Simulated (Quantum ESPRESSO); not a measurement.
## Ca2ZnMgO4 (finding a planted mistake in a log)

Computed values, not a measurement. The program is pw.x of Quantum ESPRESSO 7.5 (plane-wave density functional theory). The cell is made up: 8 atoms on a rocksalt lattice, with randomly drawn elements, strain and displacements, not relaxed. PseudoDojo standard norm-conserving files (v0.5 for PBE, v0.4.1 for LDA and PBEsol) set the functional; there is no spin polarisation, spin-orbit coupling or dispersion term, and the masses in the input are unused placeholders.

Intended input:

```
&control calculation='scf', pseudo_dir='./dojo.nc.sr.pbe.v0_5.standard.upf', outdir='./o', disk_io='medium', tprnfor=.true., tstress=.true. /
&system ibrav=0, nat=8, ntyp=4, nbnd=43, ecutwfc=84.00895049, nosym=.true., tot_charge=0,
 occupations='smearing', smearing='fd', degauss=0.0018374661
/
&electrons conv_thr=7.350e-09, electron_maxstep=60, /
ATOMIC_SPECIES
Ca 1.0 Ca.upf
Mg 1.0 Mg.upf
O 1.0 O.upf
Zn 1.0 Zn.upf
CELL_PARAMETERS angstrom
4.5304 -0.0517 -0.0471
-0.0517 4.4302 -0.0116
-0.0471 -0.0116 4.4987
ATOMIC_POSITIONS angstrom
Ca -0.0542 0.0721 0.0345
Ca -0.0548 2.3683 2.1355
Zn 2.2009 -0.1001 2.2412
Mg 2.4347 2.1787 -0.1001
O 2.2915 0.1324 0.1378
O 2.1935 2.133 2.1532
O 4.5629 -0.0836 2.3344
O 4.4764 2.0441 -0.14
K_POINTS automatic
4 4 4 1 1 1
```

The log is shortened where brackets say so; the opening notice, blank lines, dates and the lines on written files are dropped, and the path of the files is cut. It prints rydbergs, bohrs and kilobars, and counts compression as positive stress.

Log of the intended run:

```
     Program PWSCF v.7.5
     Parallel version (MPI & OpenMP), running on       1 processor cores
     Number of MPI processes:                 1
     Threads/MPI process:                     1
     [start-up lines left out]
     bravais-lattice index     =            0
     lattice parameter (alat)  =       8.5622  a.u.
     unit-cell volume          =     609.1653 (a.u.)^3
     number of atoms/cell      =            8
     number of atomic types    =            4
     number of electrons       =        74.00
     number of Kohn-Sham states=           43
     kinetic-energy cutoff     =      84.0090  Ry
     charge density cutoff     =     336.0358  Ry
     scf convergence threshold =      7.3E-09
     mixing beta               =       0.7000
     number of iterations used =            8  plain     mixing
     Exchange-correlation= PBE
                           (   1   4   3   4   0   0   0)
     [axes and pseudopotential details left out]
   Cartesian axes
     site n.     atom                  positions (alat units)
         1        Ca     tau(   1) = (  -0.0119622   0.0159128   0.0076143  )
         2        Ca     tau(   2) = (  -0.0120946   0.5226951   0.4713150  )
         3        Zn     tau(   3) = (   0.4857491  -0.0220925   0.4946435  )
         4        Mg     tau(   4) = (   0.5373499   0.4808495  -0.0220925  )
         5        O      tau(   5) = (   0.5057450   0.0292213   0.0304131  )
         6        O      tau(   6) = (   0.4841159   0.4707633   0.4752215  )
         7        O      tau(   7) = (   1.0070538  -0.0184509   0.5152132  )
         8        O      tau(   8) = (   0.9879628   0.4511426  -0.0308987  )
     number of k points=    32  Fermi-Dirac smearing, width (Ry)=  0.0018
                       cart. coord. in units 2pi/alat
        k(    1) = (   0.1278209   0.1296681   0.1275684), wk =   0.0625000
        k(    2) = (   0.1304468   0.1303581   0.3793893), wk =   0.0625000
     [further k points left out]
     Dense  grid:    63349 G-vectors     FFT dimensions: (  50,  50,  50)
     Estimated max dynamical RAM per process >      86.79 MB
     Initial potential from superposition of free atoms
     starting charge      73.9892, renormalised to      74.0000
     Starting wfcs are   41 randomized atomic wfcs +    2 random wfcs
     total cpu time spent up to now is        9.8 secs
     per-process dynamical memory:    50.0 Mb
     Self-consistent Calculation
     iteration #  1     ecut=    84.01 Ry     beta= 0.70
     Davidson diagonalization with overlap
     ethr =  1.00E-02,  avg # of iterations =  6.8
     total cpu time spent up to now is       36.1 secs
     total energy              =    -823.60804831 Ry
     estimated scf accuracy    <       2.17629118 Ry
     iteration #  2     ecut=    84.01 Ry     beta= 0.70
     Davidson diagonalization with overlap
     ethr =  2.94E-03,  avg # of iterations =  4.0
     total cpu time spent up to now is       58.0 secs
     total energy              =    -823.91774487 Ry
     estimated scf accuracy    <       3.81630414 Ry
     [iterations 3 to 10 left out]
     iteration # 11     ecut=    84.01 Ry     beta= 0.70
     Davidson diagonalization with overlap
     ethr =  9.51E-10,  avg # of iterations =  2.0
     total cpu time spent up to now is      286.0 secs
     total energy              =    -824.68866514 Ry
     estimated scf accuracy    <       0.00000013 Ry
     iteration # 12     ecut=    84.01 Ry     beta= 0.70
     Davidson diagonalization with overlap
     ethr =  1.80E-10,  avg # of iterations =  2.8
     total cpu time spent up to now is      303.1 secs
     End of self-consistent calculation
     [lines on levels left out]
!    total energy              =    -824.68866516 Ry
     estimated scf accuracy    <          2.2E-09 Ry
     smearing contrib. (-TS)   =       0.00000000 Ry
     internal energy E=F+TS    =    -824.68866516 Ry
     The total energy is F=E-TS. E is the sum of the following terms:
     one-electron contribution =    -443.18512711 Ry
     hartree contribution      =     254.11769136 Ry
     xc contribution           =    -124.62395554 Ry
     ewald contribution        =    -510.99727387 Ry
     convergence has been achieved in  12 iterations
     Forces acting on atoms (cartesian axes, Ry/au):
     atom    1 type  1   force =     0.04763434   -0.05973855    0.01209429
     atom    2 type  1   force =     0.01110025   -0.10371370    0.02659997
     atom    3 type  4   force =    -0.00488382    0.02299508   -0.00555193
     atom    4 type  2   force =    -0.04882421   -0.00859691    0.00086576
     atom    5 type  3   force =    -0.01782195   -0.04381109   -0.01749503
     atom    6 type  3   force =     0.01821320    0.02633005    0.01633221
     atom    7 type  3   force =     0.00054820    0.05949747   -0.03442392
     atom    8 type  3   force =    -0.00596600    0.10703764    0.00157865
     Total force =     0.201664     Total SCF correction =     0.000260
     Computing stress (Cartesian axis) and pressure
          total   stress  (Ry/bohr**3)                   (kbar)     P=      139.86
   0.00070567   0.00014480   0.00012304          103.81       21.30       18.10
   0.00014480   0.00141295   0.00009429           21.30      207.85       13.87
   0.00012304   0.00009429   0.00073364           18.10       13.87      107.92
     init_run     :      9.04s CPU      9.61s WALL (       1 calls)
     electrons    :    291.25s CPU    293.30s WALL (       1 calls)
     forces       :      4.01s CPU      4.03s WALL (       1 calls)
     stress       :     15.27s CPU     15.34s WALL (       1 calls)
     [timing details left out]
     PWSCF        :   5m19.88s CPU   5m22.74s WALL
     JOB DONE.
```

A second run was made from an input with one planted mistake. Its log:

```
     Program PWSCF v.7.5
     Parallel version (MPI & OpenMP), running on       1 processor cores
     Number of MPI processes:                 1
     Threads/MPI process:                     1
     [start-up lines left out]
     bravais-lattice index     =            0
     lattice parameter (alat)  =       8.5622  a.u.
     unit-cell volume          =     609.1653 (a.u.)^3
     number of atoms/cell      =            8
     number of atomic types    =            4
     number of electrons       =        74.00
     number of Kohn-Sham states=           43
     kinetic-energy cutoff     =      84.0090  Ry
     charge density cutoff     =     336.0358  Ry
     scf convergence threshold =      1.5E-02
     mixing beta               =       0.7000
     number of iterations used =            8  plain     mixing
     Exchange-correlation= PBE
                           (   1   4   3   4   0   0   0)
     [axes and pseudopotential details left out]
   Cartesian axes
     site n.     atom                  positions (alat units)
         1        Ca     tau(   1) = (  -0.0119622   0.0159128   0.0076143  )
         2        Ca     tau(   2) = (  -0.0120946   0.5226951   0.4713150  )
         3        Zn     tau(   3) = (   0.4857491  -0.0220925   0.4946435  )
         4        Mg     tau(   4) = (   0.5373499   0.4808495  -0.0220925  )
         5        O      tau(   5) = (   0.5057450   0.0292213   0.0304131  )
         6        O      tau(   6) = (   0.4841159   0.4707633   0.4752215  )
         7        O      tau(   7) = (   1.0070538  -0.0184509   0.5152132  )
         8        O      tau(   8) = (   0.9879628   0.4511426  -0.0308987  )
     number of k points=    32  Fermi-Dirac smearing, width (Ry)=  0.0018
                       cart. coord. in units 2pi/alat
        k(    1) = (   0.1278209   0.1296681   0.1275684), wk =   0.0625000
        k(    2) = (   0.1304468   0.1303581   0.3793893), wk =   0.0625000
     [further k points left out]
     Dense  grid:    63349 G-vectors     FFT dimensions: (  50,  50,  50)
     Estimated max dynamical RAM per process >      86.79 MB
     Initial potential from superposition of free atoms
     starting charge      73.9892, renormalised to      74.0000
     Starting wfcs are   41 randomized atomic wfcs +    2 random wfcs
     total cpu time spent up to now is       10.0 secs
     per-process dynamical memory:    50.0 Mb
     Self-consistent Calculation
     iteration #  1     ecut=    84.01 Ry     beta= 0.70
     Davidson diagonalization with overlap
     ethr =  1.00E-02,  avg # of iterations =  6.8
     total cpu time spent up to now is       39.2 secs
     total energy              =    -823.60804831 Ry
     estimated scf accuracy    <       2.17629118 Ry
     iteration #  2     ecut=    84.01 Ry     beta= 0.70
     Davidson diagonalization with overlap
     ethr =  2.94E-03,  avg # of iterations =  4.0
     total cpu time spent up to now is       68.5 secs
     total energy              =    -823.91774487 Ry
     estimated scf accuracy    <       3.81630414 Ry
     iteration #  3     ecut=    84.01 Ry     beta= 0.70
     Davidson diagonalization with overlap
     ethr =  2.94E-03,  avg # of iterations =  3.2
     total cpu time spent up to now is       89.6 secs
     total energy              =    -824.66492958 Ry
     estimated scf accuracy    <       0.03169998 Ry
     iteration #  4     ecut=    84.01 Ry     beta= 0.70
     Davidson diagonalization with overlap
     ethr =  4.28E-05,  avg # of iterations =  7.8
     total cpu time spent up to now is      114.3 secs
     total energy              =    -824.68268673 Ry
     estimated scf accuracy    <       0.03799910 Ry
     iteration #  5     ecut=    84.01 Ry     beta= 0.70
     Davidson diagonalization with overlap
     ethr =  4.28E-05,  avg # of iterations =  2.0
     total cpu time spent up to now is      127.0 secs
     End of self-consistent calculation
     [lines on levels left out]
!    total energy              =    -824.68644101 Ry
     estimated scf accuracy    <       0.00373102 Ry
     smearing contrib. (-TS)   =       0.00000000 Ry
     internal energy E=F+TS    =    -824.68644101 Ry
     The total energy is F=E-TS. E is the sum of the following terms:
     one-electron contribution =    -443.03446523 Ry
     hartree contribution      =     254.00793903 Ry
     xc contribution           =    -124.66264094 Ry
     ewald contribution        =    -510.99727387 Ry
     convergence has been achieved in   5 iterations
     Forces acting on atoms (cartesian axes, Ry/au):
     atom    1 type  1   force =     0.04545868   -0.05821793    0.01330452
     atom    2 type  1   force =     0.01085159   -0.10436480    0.02652658
     atom    3 type  4   force =    -0.00158748    0.02381207   -0.01019478
     atom    4 type  2   force =    -0.04810644   -0.00996021    0.00207595
     atom    5 type  3   force =    -0.01874108   -0.04526225   -0.01710089
     atom    6 type  3   force =     0.01857279    0.02811298    0.01712676
     atom    7 type  3   force =     0.00099188    0.05743024   -0.03406621
     atom    8 type  3   force =    -0.00743993    0.10844990    0.00232807
     Total force =     0.202090     Total SCF correction =     0.102156
     SCF correction compared to forces is large: reduce conv_thr to get better values
     Computing stress (Cartesian axis) and pressure
          total   stress  (Ry/bohr**3)                   (kbar)     P=      120.78
   0.00060262   0.00014833   0.00012795           88.65       21.82       18.82
   0.00014833   0.00126399   0.00008897           21.82      185.94       13.09
   0.00012795   0.00008897   0.00059651           18.82       13.09       87.75
     init_run     :      9.32s CPU      9.83s WALL (       1 calls)
     electrons    :    116.33s CPU    117.03s WALL (       1 calls)
     forces       :      2.32s CPU      2.34s WALL (       1 calls)
     stress       :      7.66s CPU      7.69s WALL (       1 calls)
     [timing details left out]
     PWSCF        :   2m15.82s CPU   2m17.17s WALL
     JOB DONE.
```

Question: what was wrong in the second input?

Answer: the self-consistency threshold is too loose. The input lines that differ, file-writing options aside:

```
- &electrons conv_thr=7.350e-09, electron_maxstep=60, /
+ &electrons conv_thr=1.470e-02, electron_maxstep=60, /
```

|  | intended run | run with the mistake |
| --- | --- | --- |
| free energy (eV) | -11220.461 | -11220.431 |
| smearing term -TS (eV) | 0.0000 | 0.0000 |
| pressure (GPa) | 13.99 | 12.08 |
| largest force component (eV/Å) | 2.752 | 2.788 |
| largest change of a force component (eV/Å) |  | 0.119 |
| iterations | 12 | 5 |

For scale, a rerun of the intended cell at 1437 eV and a 6 x 6 x 6 mesh moved values by no more than 0.002 eV in energy, 0.04 GPa in stress and 0.010 eV/Å in force.